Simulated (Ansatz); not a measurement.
From a trial cell to the properties of Au (fcc)

**What was measured.** A measured cell of cubic Au (space group Fm-3m) at 293 K, from the Crystallography Open Database (1988, doi:10.1007/BF01174717), has a = 4.072 Å and 16.88 Å³/atom.

Computed with Ansatz (plane waves, PAW, 420 eV cutoff): LDA, scalar-relativistic, no spin polarisation, Γ-centred 18×18×18 mesh, 0.05 eV Gaussian smearing; PAW files: Ansatz's generated set soft_2.

The start, 1 % over the database's volume:

```
Au
1.0
     0.00000    2.04000    2.04000
     2.04000    0.00000    2.04000
     2.04000    2.04000    0.00000
Au
1
Cartesian
  0.0000 0.0000 0.0000
```

The first steps of the search for zero pressure:

```csv
run,level,k-mesh,kind,V (Å³/atom),P (GPa),gap on the mesh (eV)
1,LDA,18×18×18,fixed cell,16.98,-4.2,metal
```

Q: At which volume does LDA reach zero pressure?

A: 16.59 Å³/atom, about 2.3 % under the start.

The steps that followed:

```csv
run,level,k-mesh,kind,V (Å³/atom),P (GPa),E − E(final) (meV/atom),gap on the mesh (eV)
2,LDA,18×18×18,fixed cell,16.50,1.0,0.3,metal
3,LDA,18×18×18,fixed cell,16.59,0.0,0.0,metal
```

Cell and atoms are those of this level's equilibrium.

The final structure (symmetry read at 0.01 Å). The structure is cubic, space group Fm-3m (No. 225). Conventional cell: a = 4.048 Å, b = 4.048 Å, c = 4.048 Å, α = 90.00°, β = 90.00°, γ = 90.00°. Au (site symmetry m-3m) is surrounded by 12 Au at 2.86 Å. (Shells end 15 % past the nearest neighbour.)

| atom | site | symmetry | x | y | z |
| --- | --- | --- | --- | --- | --- |
| Au | 4a | m-3m | 0.0000 | 0.0000 | 0.0000 |

- At the final geometry the gap, band path included, is zero (metallic).

**What lies behind the numbers.**

With 19 valence electrons in the calculation's cell and no magnetic order, the bands, two electrons each, can't all be full or empty: band theory demands a metal.

**Comparison.** The computed cell (4.048 Å, 16.59 Å³/atom) differs from the database's by −1.7 % in volume, about −0.6 % in length. LDA overbinds and usually gives cells that are too small. Spin–orbit coupling, left out, also moves the volume of such heavy elements' compounds.

No spin–orbit coupling, a notable omission for heavy elements.
